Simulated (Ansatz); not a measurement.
C, lonsdaleite, relaxed with r2SCAN in Ansatz 0.2.0: it is hexagonal, P6_3/mmc (No. 194); a = 2.503 Å, c = 4.169 Å in the conventional setting, 5.66 Å³ an atom. Around C lie 4 C at 1.54–1.56 Å. The primitive cell holds 4 atoms in 22.62 Å³. Spin-unpolarised throughout; all numbers are computed.

Computed values: PBE gives a gap of 3.32 eV and PBE0 (25 % exact exchange) 5.13 eV; one over PBE's mean ε∞ is 0.174. HSE06 (9×9×4) gives a least gap of 4.38 eV and a least direct gap of 6.34 eV.

What is the density?
The cell holds 4 C: M = 4×12.011 = 48.04 u in V = 22.62 Å³. ρ = 1.66054 × M/V = 1.66054 × 48.04/22.62 = 3.527 g/cm³, for the static r2SCAN lattice.

Taking the gap as linear in the share of unscreened exchange, estimate the gap of the hybrid whose share is 1/ε∞.
The slope is (5.13 − 3.32)/0.25 = 7.24 eV per unit share, so E_g ≈ 3.32 + 7.24 × 0.174 = 4.58 eV. The run with that share gives 4.58 eV (9×9×4 mesh), 0.00 eV from the straight line.

At what wavelength does absorption set in by HSE06, excitons left aside?
λ = 1239.84 eV nm/E: 283 nm for the least gap, where it needs phonons and is weak, and 196 nm for direct transitions. That lies in the ultraviolet, so by this gap the crystal is transparent to visible light.

The meshes of the hybrids are coarse, so their gaps aren't converged to the digits shown.
